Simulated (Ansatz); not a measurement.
Relaxed-ion elastic tensor of Pd (fcc (Cu type), space group No. 225) in GPa (Voigt order), plane-wave PAW r²SCAN (Ansatz code); density 11.78 g/cm³, 15.00 Å³ per atom.

```
 224   160   160   0.0   0.0   0.0
 160   224   160   0.0   0.0   0.0
 160   160   224   0.0   0.0   0.0
 0.0   0.0   0.0  79.6   0.0   0.0
 0.0   0.0   0.0   0.0  79.6   0.0
 0.0   0.0   0.0   0.0   0.0  79.6
```

### Question
Is the crystal mechanically stable?

### Answer
Yes: the smallest eigenvalue of C is 63.6 GPa.

### Question
Work out the Voigt, Reuss and Hill averages.

### Answer
K_V = 182, K_R = 182, K_H = 182; G_V = 60.5, G_R = 49.7, G_H = 55.1 GPa.

### Question
Give Young's modulus, Poisson's ratio, Pugh's ratio and the universal anisotropy index.

### Answer
E = 9KG/(3K + G) = 150 GPa; ν = 0.36; K/G = 3.29 (ductile by the Pugh limit of 1.75); A_U = 5G_V/G_R + K_V/K_R − 6 = 1.08.

### Question
Estimate the sound speeds and the Debye temperature.

### Answer
v_l = √((K + 4G/3)/ρ) = 4650 m/s, v_t = √(G/ρ) = 2160 m/s, mean 2440 m/s; Θ = (h/k)(3n/4πV)^(1/3) v_m = 294 K.

### Question
Give the Zener ratio and Young's modulus along [100], [110] and [111].

### Answer
A = 2C44/(C11 − C12) = 2.50; 1/E = S11 − 2(S11 − S12 − S44/2)Γ with Γ = 0, 1/4, 1/3 gives 90.1, 157, 208 GPa.

### Question
Solve the Christoffel equation for the three sound speeds along [100], [110], [111].

### Answer
Eigenvalues of C_ijkl n_j n_l equal ρv². In km/s, slowest first: [100] 2.60, 2.60, 4.36; [110] 1.64, 2.60, 4.80; [111] 2.01, 2.01, 4.94.

Space group Fm-3m (fcc (Cu type)). The cell was relaxed with r²SCAN under the symmetry of its start. Spin order of the final state: ferromagnetic, the only order run, not a proven ground state. The cell computed holds one magnetic atom, so no antiferromagnetic order was within reach. Other orbital occupations within this spin state were not tried. As this level gives no gap, shear constants depend on the k-mesh and smearing (Fermi–Dirac, 0.1 eV here).

Potentials: the earlier of the program's two PAW sets.
